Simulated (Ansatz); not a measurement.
# SrO: from a starting cell to a relaxed one

The start is a relaxed SrO cell with every coordinate shifted by Gaussian noise of σ = 0.1 Å. The structure is fully relaxed (lattice and positions, P = 0) with PBE (plane waves to 420 eV, PAW, scalar-relativistic; Ansatz, a first-principles code). The first steps use a coarse 8×8×8 k-mesh.

Input geometry:
```
SrO
1.0
    0.00000     2.59737     2.59737
    2.59737     0.00000     2.59737
    2.59737     2.59737     0.00000
O Sr
1 1
Cartesian
  0.00367   0.16527   0.01923
  2.42089   2.61336   2.53286
```

- Energy released = 30 meV/atom
- Relative to the parent = The parent structure is recovered, Fm-3m (No. 225)
- Shortest distances (start → end) = The closest pairs of elements (up to four, under 3.6 Å), start → end: O–Sr 2.42 → 2.60 Å
- Band gap at the end = 3.33 eV, indirect (valence top at Γ, conduction bottom at X) (no spin-orbit coupling)
- Optimiser moves = 3

Final values are on a 11×11×11 k-mesh of the relaxed cell. No spin polarisation in the result.
